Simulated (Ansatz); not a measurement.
Notes on YbTi₂Sb₂

```yaml
crystal:
  lattice:
    - [4.61873, 0.00000, 0.00000]
    - [-2.30937, 3.99994, 0.00000]
    - [0.00000, 0.00000, 7.59813]
  atoms:
    - { symbol: Yb, position: [0.00000, 0.00000, 0.00000] }
    - { symbol: Ti, position: [0.33330, 0.66670, 0.62000] }
    - { symbol: Ti, position: [0.66670, 0.33330, 0.38000] }
    - { symbol: Sb, position: [0.33330, 0.66670, 0.26000] }
    - { symbol: Sb, position: [0.66670, 0.33330, 0.74000] }
```

Single point in Ansatz 0.2.0 with PBE, no spin polarisation. Cutoff 420 eV, PAW datasets, 6×6×3 Γ-centred k mesh, fermi-dirac filling (width 0.1 eV).

Question: Is there a gap?

Answer: It is a metal, with about 8.8 states/eV a cell as the mean within 0.25 eV of the Fermi level, mostly Ti d (77 %).

Question: Is it stable against the elements?

Answer: -0.37 eV an atom against the elements' usual phases (free molecules for gases, crystals otherwise, with no correction for O₂ or N₂), so it is bound against them; other compounds may still compete. Relaxing would lower it.

Question: Which atom feels the largest force, and which way?

Answer: The largest is on Sb4 (and as large on other atoms): 0.65 eV/Å, components (0.00, 0.00, -0.65). It makes 180° with the line to a nearest neighbour, Ti2 at 2.74 Å, pointing away from it.

Question: What does the stress say?

Answer: The pressure is -4.1 GPa (compression positive), so with the atoms held at these fractions the cell would first shrink. The principal stresses -5.4, -5.4, -1.3 GPa differ, so its shape would change too.

Question: How is the charge shared?

Answer: Bader charges in e: Yb +1.37, Ti +1.03, Sb -1.71. In the mean Yb gives up most and Sb takes most.

Origin: a known structure type with other elements, at an estimated volume, so it need not be a known compound. Caveats: no spin polarisation, so a magnetic state may lie lower; f levels without a U or exact exchange are poorly placed.
